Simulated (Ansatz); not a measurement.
Input and output for Au (hcp type): DFT, PBEsol, all-electron LAPW, scalar-relativistic (Ansatz 0.2.0). This run: volume at 0.58 of the series' base cell.

The cell comes from a relaxation on PAW files under the same functional, begun from a prototype that needn't be the stable phase.

Command: `ansatz run input.yaml --threads 1 --pin off --max-ram 2048MiB --backend cpu --events-out ev --progress --plain --runs-dir out` It took 93 s on 1 thread of Arm Neoverse V1, on a shared host, peak memory 0.73 GiB.

```yaml
crystal:
  lattice:
    - [2.4008441825, 0.0, 0.0]
    - [-1.2004220913, 2.0791920525, 0.0]
    - [0.0, 0.0, 3.9588734766]
  atoms:
    - { symbol: Au, position: [0.3333333333, 0.6666666667, 0.25] }
    - { symbol: Au, position: [0.6666666667, 0.3333333333, 0.75] }
kpoints:
  mp_grid: { grid: [15, 15, 8] }
scf:
  occupations: { method: fermi_dirac, width: 0.05 }
hamiltonian:
  xc: pbesol
  pseudopotentials: { kind: all_electron, lapw: { basis_error: 0.001 } }
output:
  forces: true
  stress: true
  eigenvalues: true
  populations: true
```

Output:

```
Au: projections on atomic orbitals take those of the free atom 1s2 2s2 2p6 3s2 3p6 3d10 4s2 4p6 4d10 4f14 5s2 5p6 5d10 6s1, of charge +0.00 (hamiltonian.pseudopotentials.projection_atoms)
LAPW: plane waves up to 9.996 Å⁻¹, error target 1.0e-3 eV per atom; small_component_spin mean_spin; Au in spheres of 1.200 Å, 49 of its electrons in bands, Dirac shells [] (how accurate: hamiltonian.pseudopotentials.lapw.basis_error, Limitations)
Engine: ansatz 0.2.0
Pseudopotentials: kind: all_electron
Pseudopotential: Au, LAPW, valence charge 49, lapw/all_electron/scalar/gaussian/Au, Koelling and Harmon's equation, gaussian nucleus
Functional definition: PBEsol
  exchange = pbesol_x
  correlation = pbesol_c
Crystal: 2 atoms, lattice volume = 19.762 Å³
Basis set: ecut = 380.6987238399948 eV, 337 PW (Γ), exchange–correlation at level 2
Bands: 59, of which v1, the nominal top of the filled ones, is band 49 counted from 1 (48 counted from 0)
Symmetry: 24 space group operations
Space group: P63/mmc (ITA 194), of the structure as read, at distance tolerance 2.7e-5 Å
k-points: 135 of 1800
Non-local potential: Au, projectors of the file, none
Initial density: superposition of atomic densities (chi_scale 0.1, normalization cell)
Initial wavefunctions: plane waves of lowest kinetic energy (no species holds an atomic orbital)
Functional: x = pbesol(κ = 0.804, μ = 0.12345679012345678), c = pbesol(β = 0.046)
iter 1 solved again at ethr=8.13e-5 eV; its pass at ethr=1.00e-1 eV (dr2=7.97e-2 eV) is discarded
SCF iter   1: F=—  HF=-1034154.872538 eV  |F-HF|=—  |Δ(HF+E_count)|=         —  Δρ=3.22e-2  dr2=7.99e-2  ethr=8.13e-5  ⟨swp⟩=3.0  Hψ=49650  notcnv=0
preconditioner: auto → Kerker (q_TF=auto, 3.563 Å⁻¹)  [metal: Δε(μ)=0.017 eV  Ē_g=24.065 eV  σ=0.050 eV  W_gap=0.08  n_scr=22 (ndim 8)  ℏωp=39.2 eV  f_vac=0.000  D(μ)=0.45/eV (n_scr^D=2)]
SCF iter   2: F=—  HF=-1034154.698026 eV  |F-HF|=—  |Δ(HF+E_count)|=   1.75e-1  Δρ=1.47e-2  dr2=2.12e-2  ethr=8.13e-5  ⟨swp⟩=2.0  Hψ=24110  notcnv=0
SCF iter   3: F=—  HF=-1034154.684927 eV  |F-HF|=—  |Δ(HF+E_count)|=   1.31e-2  Δρ=8.34e-3  dr2=8.56e-3  ethr=2.16e-5  ⟨swp⟩=2.0  Hψ=22772  notcnv=0
SCF iter   4: F=—  HF=-1034154.682321 eV  |F-HF|=—  |Δ(HF+E_count)|=   2.61e-3  Δρ=4.25e-3  dr2=2.74e-3  ethr=8.73e-6  ⟨swp⟩=2.0  Hψ=22772  notcnv=0
SCF iter   5: F=—  HF=-1034154.682356 eV  |F-HF|=—  |Δ(HF+E_count)|=   3.54e-5  Δρ=1.73e-3  dr2=4.93e-4  ethr=2.80e-6  ⟨swp⟩=2.0  Hψ=22770  notcnv=0
iter 6 solved again at ethr=6.59e-9 eV; its pass at ethr=5.03e-7 eV (dr2=6.46e-6 eV) is discarded
SCF iter   6: F=—  HF=-1034154.682386 eV  |F-HF|=—  |Δ(HF+E_count)|=   2.94e-5  Δρ=2.79e-4  dr2=6.45e-6  ethr=6.59e-9  ⟨swp⟩=2.0  Hψ=38988  notcnv=0
SCF iter   7: F=—  HF=-1034154.682386 eV  |F-HF|=—  |Δ(HF+E_count)|=   6.29e-9  Δρ=4.84e-5  dr2=2.12e-7  ethr=6.58e-9  ⟨swp⟩=2.0  Hψ=22770  notcnv=0
SCF iter   8: F=-1034154.682386 eV  HF=-1034154.682386 eV  |F-HF|=5.12e-9  |Δ(HF+E_count)|=   1.68e-8  Δρ=7.77e-6  dr2=7.68e-9  ethr=2.16e-10  ⟨swp⟩=2.0  Hψ=22770  notcnv=0
SCF 1 converged in 8 iterations: F = -1034154.682386 eV  dr2 = 7.68e-9
SCF converged after 8 iterations
Free energy (F): -1034154.682386 eV
Harris-Foulkes:  -1034154.682386 eV  (|F-HF|=5.12e-9)
Internal energy: -1034154.679412 eV  (E = F + TS)
E sigma→0 (E₀):  -1034154.680899 eV
Entropy (-TS):   -0.002974 eV (-1.487 meV/atom)
Fermi energy:    48.970146 eV
--- Per-component energies (eV) ---
  E_band       = -11859.944399
  E_kinetic    = 1178755.344046
  E_xc         = -19567.097891
  E_electrostatic = -2193342.925567  (all electrons and nuclei)
  E_smearing   = -0.002974  (= −TS)
  E_closure    = 0.000000  (closes the sum)
  E_atoms      = -1034157.510330  (free atoms, spherical and without spin; not in F)
  Σ components = -1034154.682386   (vs F -1034154.682386, Δ=0.00e0)
  Basis errors (estimates in eV, not in F): energy 2.2e-4 per atom: plane waves 2.1e-4 (1.1e-4 summed), levels above the bands 2.5e-218, relativity 1.5e-8, radial functions 1.1e-5, core shells 5.2e-8; eigenvalues (radial functions only) 4.3e-6; not estimated: angular momenta, meshes, grids; target (lapw.basis_error) 1.0e-3; muffin-tin radii Au 1.200 Å
--- Forces (eV/Å), atoms counted from 1 ---
  atom   1  Au     0.00000000     0.00000000     0.00000000
  atom   2  Au    -0.00000000    -0.00000000     0.00000000
  max |Σ_I F_I| component: 3.70e-17 eV/Å
--- Stress (GPa, compression-positive) ---
      420.455200      -0.000000       0.000000
        0.000000     420.455200       0.000000
        0.000000       0.000000     420.389307
  P = ⅓ Tr σ = 420.4332 GPa (4204.332 kbar)
--- Band table (eV; the first three rows and the last of 135) ---
  k-point 0: bands = ["-496.0118", "-496.0118", "-496.0067", "-496.0067", "-496.0067", "-496.0067", "-276.1986", "-276.1986", "-276.1877", "-276.1877", "-276.1877", "-276.1877", "-276.1849", "-276.1849", "-276.1848", "-276.1848", "-59.7751", "-59.6071", "-32.2117", "-32.2050", "-32.2048", "-32.2045", "-32.2023", "-32.2023", "-32.1949", "-32.1949", "-32.1937", "-32.1937", "-32.1930", "-32.1930", "-32.1907", "-32.1902", "-12.2318", "-10.7924", "-10.7924", "-10.6045", "-10.5772", "-10.5772", "31.3221", "34.0361", "39.1347", "39.5009", "39.5009", "40.3983", "40.3983", "41.7925", "41.7925", "44.6492", "45.4138", "45.4138", "55.5013", "60.6349", "62.7377", "64.5707", "71.1115", "71.1115", "72.4073", "72.4073", "73.1720"]
  k-point 1: bands = ["-496.0118", "-496.0118", "-496.0067", "-496.0067", "-496.0067", "-496.0067", "-276.1986", "-276.1986", "-276.1877", "-276.1877", "-276.1877", "-276.1877", "-276.1849", "-276.1849", "-276.1848", "-276.1848", "-59.7688", "-59.6136", "-32.2115", "-32.2056", "-32.2049", "-32.2040", "-32.2023", "-32.2023", "-32.1961", "-32.1961", "-32.1934", "-32.1934", "-32.1922", "-32.1922", "-32.1907", "-32.1902", "-12.1736", "-10.7843", "-10.7843", "-10.6706", "-10.5854", "-10.5854", "31.5598", "34.0918", "39.0357", "39.4148", "39.4148", "40.2808", "40.2808", "42.0690", "42.0690", "43.8115", "45.4064", "45.4064", "56.5651", "60.1290", "63.7631", "63.9389", "69.5889", "69.5889", "74.2229", "74.5985", "74.5985"]
  k-point 2: bands = ["-496.0118", "-496.0118", "-496.0067", "-496.0067", "-496.0067", "-496.0067", "-276.1986", "-276.1986", "-276.1877", "-276.1877", "-276.1877", "-276.1877", "-276.1849", "-276.1849", "-276.1849", "-276.1849", "-59.7507", "-59.6319", "-32.2110", "-32.2067", "-32.2046", "-32.2037", "-32.2023", "-32.2023", "-32.1979", "-32.1979", "-32.1925", "-32.1925", "-32.1912", "-32.1912", "-32.1906", "-32.1902", "-12.0063", "-10.8568", "-10.7612", "-10.7612", "-10.6090", "-10.6090", "32.2246", "34.2176", "38.8057", "39.2838", "39.2838", "39.9909", "39.9909", "42.0091", "42.7422", "42.7422", "45.3061", "45.3061", "59.0367", "59.6572", "62.6749", "65.5601", "68.3953", "68.3953", "72.7274", "72.7274", "76.7043"]
  k-point 134: bands = ["-496.0118", "-496.0118", "-496.0067", "-496.0067", "-496.0067", "-496.0067", "-276.1986", "-276.1986", "-276.1876", "-276.1876", "-276.1876", "-276.1876", "-276.1849", "-276.1849", "-276.1849", "-276.1849", "-59.5544", "-59.5544", "-32.2046", "-32.2046", "-32.2041", "-32.2041", "-32.2029", "-32.2029", "-32.2027", "-32.2027", "-32.1958", "-32.1958", "-32.1912", "-32.1912", "-32.1911", "-32.1911", "-11.9118", "-11.9118", "-11.6052", "-11.6052", "-10.9090", "-10.9090", "36.2967", "36.2967", "37.5325", "37.5325", "39.5197", "39.5197", "41.5042", "41.5042", "45.5193", "45.5193", "55.4791", "55.4791", "56.7154", "56.7154", "59.0100", "59.0100", "69.0306", "69.0306", "69.9610", "69.9610", "73.8636"]
--- Löwdin populations: 2 sites ---
  site symbol       q [e]
     0     Au     78.7901
     1     Au     78.7901
  spilling = 0.002657 (of n_electrons = 158.000000)
```

populations.tsv:

```
# site	symbol	l	j	q
# orbitals = lowdin
# n_electrons = 158.000000
# spilling = 0.002657
# projection_atom_Au: 1s2 2s2 2p6 3s2 3p6 3d10 4s2 4p6 4d10 4f14 5s2 5p6 5d10 6s1
0	Au	0_1S	-	2.000000
0	Au	0_2S	-	1.999982
0	Au	0_3S	-	1.999775
0	Au	0_4S	-	1.997771
0	Au	0_5S	-	1.970677
0	Au	0_6S	-	1.096245
0	Au	1_2P	-	6.000000
0	Au	1_3P	-	5.999999
0	Au	1_4P	-	5.999971
0	Au	1_5P	-	5.997962
0	Au	2_3D	-	10.000000
0	Au	2_4D	-	9.999986
0	Au	2_5D	-	9.727754
0	Au	3_4F	-	13.999958
1	Au	0_1S	-	2.000000
1	Au	0_2S	-	1.999982
1	Au	0_3S	-	1.999775
1	Au	0_4S	-	1.997771
1	Au	0_5S	-	1.970677
1	Au	0_6S	-	1.096245
1	Au	1_2P	-	6.000000
1	Au	1_3P	-	5.999999
1	Au	1_4P	-	5.999971
1	Au	1_5P	-	5.997962
1	Au	2_3D	-	10.000000
1	Au	2_4D	-	9.999986
1	Au	2_5D	-	9.727754
1	Au	3_4F	-	13.999958
```

Next run (volume at 0.5 of the series' base cell), as changes to the input before:

```diff
   lattice:
-    - [2.4008441825, 0.0, 0.0]
-    - [-1.2004220913, 2.0791920525, 0.0]
-    - [0.0, 0.0, 3.9588734766]
+    - [2.285026769, 0.0, 0.0]
+    - [-1.1425133845, 1.9788912303, 0.0]
+    - [0.0, 0.0, 3.7675497696]
   atoms:
```

Results part of the output:

```
SCF 1 converged in 7 iterations: F = -1034144.797177 eV  dr2 = 7.61e-8
SCF converged after 7 iterations
Free energy (F): -1034144.797177 eV
Harris-Foulkes:  -1034144.797177 eV  (|F-HF|=8.03e-9)
Internal energy: -1034144.794214 eV  (E = F + TS)
E sigma→0 (E₀):  -1034144.795695 eV
Entropy (-TS):   -0.002963 eV (-1.482 meV/atom)
Fermi energy:    58.243442 eV
--- Per-component energies (eV) ---
  E_band       = -11090.161890
  E_kinetic    = 1178841.820252
  E_xc         = -19578.355105
  E_electrostatic = -2193408.259361  (all electrons and nuclei)
  E_smearing   = -0.002963  (= −TS)
  E_closure    = 0.000000  (closes the sum)
  E_atoms      = -1034157.510330  (free atoms, spherical and without spin; not in F)
[... lines left out ...]
  max |Σ_I F_I| component: 9.25e-18 eV/Å
--- Stress (GPa, compression-positive) ---
      780.600323      -0.000000      -0.000000
       -0.000000     780.600323       0.000000
       -0.000000       0.000000     780.918516
  P = ⅓ Tr σ = 780.7064 GPa (7807.064 kbar)
--- Band table (eV; the first three rows and the last of 135) ---
  k-point 0: bands = ["-487.9018", "-487.9018", "-487.8969", "-487.8969", "-487.8969", "-487.8969", "-268.0987", "-268.0986", "-268.0881", "-268.0881", "-268.0881", "-268.0881", "-268.0851", "-268.0851", "-268.0850", "-268.0850", "-52.1653", "-51.8406", "-24.1478", "-24.1422", "-24.1412", "-24.1341", "-24.1339", "-24.1339", "-24.1259", "-24.1259", "-24.1243", "-24.1243", "-24.1199", "-24.1199", "-24.1144", "-24.1134", "-5.2519", "-2.8964", "-2.8964", "-2.5919", "-2.5538", "-2.5538", "37.8047", "40.1432", "46.0366", "46.4615", "46.4615", "47.6098", "47.6098", "49.3384", "49.3384", "52.9671", "53.8687", "53.8687", "65.8275", "68.0963", "70.3764", "73.0614", "80.0997", "80.0997", "82.3268", "82.8133", "82.8133"]
  k-point 1: bands = ["-487.9018", "-487.9018", "-487.8969", "-487.8969", "-487.8969", "-487.8969", "-268.0987", "-268.0986", "-268.0881", "-268.0881", "-268.0881", "-268.0881", "-268.0851", "-268.0851", "-268.0850", "-268.0850", "-52.1532", "-51.8532", "-24.1477", "-24.1418", "-24.1416", "-24.1345", "-24.1345", "-24.1343", "-24.1261", "-24.1261", "-24.1246", "-24.1246", "-24.1187", "-24.1187", "-24.1144", "-24.1134", "-5.1591", "-2.8835", "-2.8835", "-2.7031", "-2.5670", "-2.5670", "38.0912", "40.2293", "45.9154", "46.3569", "46.3569", "47.4595", "47.4595", "49.6861", "49.6861", "52.0550", "53.8794", "53.8794", "66.9198", "67.4991", "71.6371", "72.2343", "78.5949", "78.5949", "83.6354", "85.0962", "85.0962"]
  k-point 2: bands = ["-487.9018", "-487.9018", "-487.8969", "-487.8969", "-487.8969", "-487.8969", "-268.0987", "-268.0986", "-268.0881", "-268.0881", "-268.0881", "-268.0881", "-268.0851", "-268.0851", "-268.0850", "-268.0850", "-52.1185", "-51.8889", "-24.1473", "-24.1425", "-24.1406", "-24.1354", "-24.1354", "-24.1349", "-24.1293", "-24.1293", "-24.1221", "-24.1221", "-24.1172", "-24.1172", "-24.1143", "-24.1135", "-4.8916", "-3.0148", "-2.8468", "-2.8468", "-2.6046", "-2.6046", "38.8756", "40.4513", "45.6474", "46.1983", "46.1983", "47.0910", "47.0910", "50.0113", "50.5389", "50.5389", "53.7928", "53.7928", "66.9876", "69.5084", "70.5991", "73.9491", "77.1805", "77.1805", "82.3311", "82.3311", "86.6203"]
  k-point 134: bands = ["-487.9018", "-487.9018", "-487.8969", "-487.8969", "-487.8969", "-487.8969", "-268.0986", "-268.0986", "-268.0880", "-268.0880", "-268.0880", "-268.0880", "-268.0851", "-268.0851", "-268.0851", "-268.0851", "-51.7400", "-51.7400", "-24.1398", "-24.1398", "-24.1352", "-24.1352", "-24.1350", "-24.1350", "-24.1336", "-24.1336", "-24.1240", "-24.1240", "-24.1208", "-24.1208", "-24.1205", "-24.1205", "-4.7313", "-4.7313", "-4.2333", "-4.2333", "-3.0780", "-3.0780", "42.6102", "42.6102", "44.1652", "44.1652", "46.8010", "46.8010", "48.9466", "48.9466", "54.0077", "54.0077", "65.5565", "65.5565", "67.0307", "67.0307", "69.6773", "69.6773", "79.1549", "79.1549", "79.8775", "79.8775", "83.8870"]
--- Löwdin populations: 2 sites ---
  site symbol       q [e]
     0     Au     78.7838
     1     Au     78.7838
  spilling = 0.002737 (of n_electrons = 158.000000)
```

Next run (volume at 0.43 of the series' base cell), as changes to the input before:

```diff
   lattice:
-    - [2.285026769, 0.0, 0.0]
-    - [-1.1425133845, 1.9788912303, 0.0]
-    - [0.0, 0.0, 3.7675497696]
+    - [2.17360646, 0.0, 0.0]
+    - [-1.08680323, 1.8823984122, 0.0]
+    - [0.0, 0.0, 3.5807846357]
   atoms:
   mp_grid: { grid: [15, 15, 8] }
+  band_path:
+    path:
+      - [0.0, 0.0, 0.0]
+      - [0.5, 0.0, 0.0]
+      - [0.3333333333, 0.3333333333, 0.0]
+      - [0.0, 0.0, 0.0]
+      - [0.0, 0.0, 0.5]
+      - [0.5, 0.0, 0.5]
+      - [0.3333333333, 0.3333333333, 0.5]
+      - [0.0, 0.0, 0.5]
+      - [0.5, 0.0, 0.5]
+    npoints: 8
 scf:
   populations: true
+  dos: { projected: true, de: 0.2, e_range: [-14, 8] }
```

Command: `ansatz run input.yaml --threads 1 --pin off --max-ram 2048MiB --backend cpu --events-out ev --progress --plain --runs-dir out` It took 110 s on 1 thread of Arm Neoverse V1, on a shared host, peak memory 0.78 GiB.

Results part of the output:

```
SCF 1 converged in 5 iterations: F = -1034129.184650 eV  dr2 = 1.54e-8
NSCF: frozen V_eff on 65 k-points
SCF converged after 5 iterations
Free energy (F): -1034129.184650 eV
Harris-Foulkes:  -1034129.184650 eV  (|F-HF|=1.16e-8)
Internal energy: -1034129.182796 eV  (E = F + TS)
E sigma→0 (E₀):  -1034129.183723 eV
Entropy (-TS):   -0.001853 eV (-0.927 meV/atom)
Fermi energy:    69.246525 eV
--- Per-component energies (eV) ---
  E_band       = -10196.807765
  E_kinetic    = 1178959.441808
  E_xc         = -19592.362882
  E_electrostatic = -2193496.261723  (all electrons and nuclei)
  E_smearing   = -0.001853  (= −TS)
  E_closure    = 0.000000  (closes the sum)
[... lines left out ...]
  max |Σ_I F_I| component: 3.70e-17 eV/Å
--- Stress (GPa, compression-positive) ---
     1379.504104       0.000000       0.000000
        0.000000    1379.504104       0.000000
        0.000000       0.000000    1380.200010
  P = ⅓ Tr σ = 1379.7361 GPa (13797.361 kbar)
--- Band table (eV; the first three rows and the last of 135) ---
  k-point 0: bands = ["-478.4726", "-478.4726", "-478.4662", "-478.4662", "-478.4662", "-478.4662", "-258.6832", "-258.6832", "-258.6716", "-258.6716", "-258.6716", "-258.6716", "-258.6699", "-258.6699", "-258.6698", "-258.6698", "-43.5178", "-42.9036", "-14.7873", "-14.7811", "-14.7791", "-14.7644", "-14.7644", "-14.7601", "-14.7569", "-14.7569", "-14.7533", "-14.7533", "-14.7381", "-14.7381", "-14.7279", "-14.7259", "2.5035", "6.2748", "6.2748", "6.7591", "6.8129", "6.8129", "45.6850", "47.2689", "53.9867", "54.4639", "54.4639", "55.9308", "55.9308", "58.0332", "58.0332", "63.0378", "63.6637", "63.6637", "76.5826", "77.1617", "79.0665", "83.7193", "90.4587", "90.4587", "92.8220", "94.6888", "94.6888"]
  k-point 1: bands = ["-478.4726", "-478.4726", "-478.4662", "-478.4662", "-478.4662", "-478.4662", "-258.6832", "-258.6832", "-258.6716", "-258.6716", "-258.6716", "-258.6716", "-258.6699", "-258.6699", "-258.6698", "-258.6698", "-43.4952", "-42.9277", "-14.7876", "-14.7797", "-14.7797", "-14.7671", "-14.7671", "-14.7607", "-14.7557", "-14.7557", "-14.7531", "-14.7531", "-14.7368", "-14.7368", "-14.7278", "-14.7260", "2.6476", "6.2949", "6.2949", "6.5742", "6.7920", "6.7920", "46.0379", "47.3908", "53.8429", "54.3353", "54.3353", "55.7376", "55.7376", "58.4717", "58.4717", "62.0299", "63.7101", "63.7101", "75.8776", "78.1307", "80.5918", "82.6896", "88.8507", "88.8507", "94.5540", "97.1375", "97.1375"]
  k-point 2: bands = ["-478.4726", "-478.4726", "-478.4662", "-478.4662", "-478.4662", "-478.4662", "-258.6832", "-258.6832", "-258.6716", "-258.6716", "-258.6716", "-258.6716", "-258.6699", "-258.6699", "-258.6698", "-258.6698", "-43.4304", "-42.9961", "-14.7876", "-14.7812", "-14.7766", "-14.7700", "-14.7700", "-14.7624", "-14.7607", "-14.7607", "-14.7469", "-14.7469", "-14.7351", "-14.7351", "-14.7276", "-14.7262", "3.0642", "6.0601", "6.3522", "6.3522", "6.7327", "6.7327", "46.9688", "47.7268", "53.5559", "54.1414", "54.1414", "55.2681", "55.2681", "59.5526", "59.5526", "59.6987", "63.6683", "63.6683", "75.3183", "79.1810", "82.1224", "83.4470", "87.1580", "87.1580", "93.2480", "93.2480", "98.2160"]
  k-point 134: bands = ["-478.4726", "-478.4726", "-478.4662", "-478.4662", "-478.4662", "-478.4662", "-258.6831", "-258.6831", "-258.6715", "-258.6715", "-258.6715", "-258.6715", "-258.6699", "-258.6699", "-258.6699", "-258.6699", "-42.7182", "-42.7182", "-14.7754", "-14.7754", "-14.7670", "-14.7670", "-14.7665", "-14.7665", "-14.7595", "-14.7595", "-14.7479", "-14.7479", "-14.7462", "-14.7462", "-14.7444", "-14.7444", "3.3285", "3.3285", "4.1200", "4.1200", "5.9977", "5.9977", "49.8869", "49.8869", "51.8983", "51.8983", "55.4135", "55.4135", "57.5696", "57.5696", "63.8532", "63.8532", "77.4507", "77.4507", "79.0172", "79.0172", "82.2236", "82.2236", "90.8727", "90.8727", "91.4131", "91.4131", "95.4760"]
--- Löwdin populations: 2 sites ---
  site symbol       q [e]
     0     Au     78.7746
     1     Au     78.7746
  spilling = 0.002853 (of n_electrons = 158.000000)
```

Spin–orbit coupling is left out, which matters for the heavy atoms. The structure type is held throughout; the real material can change phase at far lower pressure.
